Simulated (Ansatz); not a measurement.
Ag:
```xyz
4
Lattice="2.8205 0.0000 0.0000 -1.4103 2.4426 0.0000 0.0000 0.0000 9.3012" Properties=species:S:1:pos:R:3 pbc="T T T"
Ag     0.0000     0.0000     0.0000
Ag     0.0000     0.0000     4.6506
Ag     0.0000     1.6284     2.3253
Ag     1.4103     0.8142     6.9759
```

Relaxed with LDA.

**Question.** Which orbitals make up the states near the Fermi level in LDA (plane waves, PAW; program Ansatz)?

**Answer.** Within 0.5 eV of the Fermi level: Ag 5s 52 %, Ag 4d 19 %, outside the projected shells 29 %. Projections are on Löwdin-orthogonalised atomic valence shells; empty p or d shells of many metals are not among them.

**Question.** Tabulate the density of states.

**Answer.** States/eV per cell of 4 atoms, in 0.25 eV bins, energy from the Fermi level.

```csv
E (eV),total,Ag 4d,Ag 5s,Ag 4p
-7.85,0.26,0.00,0.25,0.00
-7.60,0.35,0.01,0.33,0.00
-7.35,0.45,0.02,0.41,0.00
-7.10,0.58,0.05,0.51,0.01
-6.85,1.57,0.80,0.74,0.01
-6.60,7.03,5.47,1.51,0.02
-6.35,10.43,8.83,1.54,0.02
-6.10,11.92,10.74,1.10,0.02
-5.85,8.14,7.57,0.50,0.02
-5.60,6.84,6.49,0.28,0.01
-5.35,11.04,10.52,0.42,0.02
-5.10,10.29,9.87,0.34,0.01
-4.85,12.45,11.95,0.38,0.02
-4.60,11.99,11.40,0.47,0.02
-4.35,10.88,10.32,0.43,0.01
-4.10,9.23,8.82,0.30,0.01
-3.85,9.32,8.98,0.25,0.01
-3.60,9.30,9.01,0.22,0.01
-3.35,9.82,9.55,0.21,0.01
-3.10,12.99,12.74,0.21,0.00
-2.85,10.58,10.30,0.26,0.00
-2.60,0.98,0.66,0.30,0.00
-2.35,0.91,0.53,0.35,0.00
-2.10,0.88,0.45,0.40,0.00
-1.85,0.88,0.40,0.43,0.00
-1.60,0.90,0.36,0.47,0.00
-1.35,0.90,0.32,0.49,0.00
-1.10,0.93,0.30,0.52,0.00
-0.85,0.96,0.27,0.54,0.00
-0.60,1.00,0.25,0.55,0.00
-0.35,1.06,0.23,0.56,0.00
-0.10,1.07,0.21,0.56,0.00
0.15,1.07,0.19,0.55,0.00
0.40,1.06,0.17,0.52,0.00
0.65,1.01,0.15,0.49,0.00
0.90,0.98,0.13,0.46,0.00
1.15,0.99,0.12,0.45,0.00
1.40,0.98,0.11,0.41,0.00
1.65,1.03,0.10,0.41,0.00
1.90,1.01,0.09,0.40,0.00
2.15,0.95,0.08,0.36,0.00
2.40,0.96,0.07,0.34,0.00
2.65,0.95,0.07,0.33,0.00
2.90,0.84,0.05,0.28,0.00
3.15,0.77,0.05,0.24,0.00
3.40,0.71,0.04,0.21,0.00
3.65,0.73,0.03,0.21,0.00
3.90,0.81,0.04,0.30,0.00
4.15,0.67,0.04,0.26,0.00
4.40,0.59,0.03,0.23,0.00
4.65,0.73,0.04,0.35,0.00
```

Space group P6_3/mmc (dhcp (α-La type)). The first step of the workflow began from a Materials Project structure, measured or hypothetical; the Crystallography Open Database files this formula in space group No. 194, but the cells were not matched. It is not the phase usual at ambient conditions (space group No. 225). The cell was relaxed with LDA under the symmetry of its start; whether a distortion lowers the energy is not shown. The run is not spin-polarised. Scalar-relativistic: spin–orbit coupling is off unless named, which matters more the heavier the elements.

Potentials: the earlier of the program's two PAW sets.
